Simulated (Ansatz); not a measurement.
Consider the following.

LiF:
```cif
data_F2Li2
_chemical_formula_sum 'Li2 F2'
_space_group_name_H-M_alt 'P 1'
_space_group_IT_number 1
_cell_length_a 3.29582
_cell_length_b 3.29582
_cell_length_c 4.01413
_cell_angle_alpha 90.000
_cell_angle_beta 90.000
_cell_angle_gamma 120.000
loop_
_space_group_symop_operation_xyz
  'x, y, z'
loop_
_atom_site_label
_atom_site_type_symbol
_atom_site_fract_x
_atom_site_fract_y
_atom_site_fract_z
_atom_site_occupancy
Li1 Li 0.33333 0.66667 0.75000 1
F1 F 0.66667 0.33333 0.75000 1
F2 F 0.33333 0.66667 0.25000 1
Li2 Li 0.66667 0.33333 0.25000 1
```

This is the PBEsol-relaxed structure.

Problem. All from PBEsol (plane waves, PAW; program Ansatz), unless another level is named. Estimate the Born charges (a third of the trace).

Solution. Li +1.00, F -1.00 e.

Problem. Give the electronic dielectric constant ε∞ (DFPT).

Solution. 1.93 (xx = yy), 1.95 (zz).

Problem. Next, the static dielectric constant ε0 (ions relaxed, cell fixed)?

Solution. 4.62 (xx = yy), 10.5 (zz).

Space group P6_3/mmc. The start of the workflow was typed in or built on a structure type; neither database checked (COD, Materials Project) lists it. It is not the phase usual at ambient conditions (space group No. 225). The PBEsol relaxation kept the symmetry of its start; whether a distortion lowers the energy is not shown.

Potentials: the earlier of the program's two PAW sets. The files were generated under PBE; for other functionals the program regenerates the frozen cores, and for LDA and PBEsol the local potential too.
